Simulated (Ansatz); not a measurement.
ZnHgS2:
```xyz
4
Lattice="1.9753 1.1404 6.5442 -1.9753 1.1404 6.5442 0.0000 -2.2809 6.5442" Properties=species:S:1:pos:R:3 pbc="T T T"
Zn     0.0000     0.0000     9.8337
Hg     0.0000     0.0000    19.5656
S      0.0000     0.0000    17.0613
S      0.0000     0.0000     7.5292
```

Tensor components refer to the Cartesian frame of this cell.

Question: Give the proper piezoelectric stress tensor with relaxed ions from plane-wave PAW PBEsol (Ansatz code).

Answer: In C/m², rows x, y, z, Voigt columns; mesh uncertainty up to 0.02.
```
 0.00   0.00   0.00   0.00   0.17  -0.29
-0.29   0.29   0.00   0.17   0.00   0.00
 0.19   0.19  -0.37   0.00   0.00   0.00
```

The elastic tensor of the same run (GPa):

```
96.8  47.8  48.7  -9.4   0.0   0.0
47.8  96.8  48.7   9.4   0.0   0.0
48.7  48.7   122   0.0   0.0   0.0
-9.4   9.4   0.0  20.6   0.0   0.0
 0.0   0.0   0.0   0.0  20.6  -9.4
 0.0   0.0   0.0   0.0  -9.4  24.5
```

Question: Convert to strain constants d = e·S.

Answer: In pC/N:
```
  0.0    0.0    0.0    0.0    3.5  -10.4
 -5.2    5.2    0.0    3.5    0.0    0.0
  3.2    3.2   -5.5    0.0    0.0    0.0
```

Space group R3m. The first step of the workflow began from a Materials Project structure, measured or hypothetical; the Crystallography Open Database copy checked does not list it. Its standing as an ambient phase is unchecked. The PBEsol relaxation kept the symmetry of its start; of distortions, only those at the zone centre were tested. Spin–orbit coupling is left out wherever it is not named.

Potentials: the later of the program's two PAW sets.
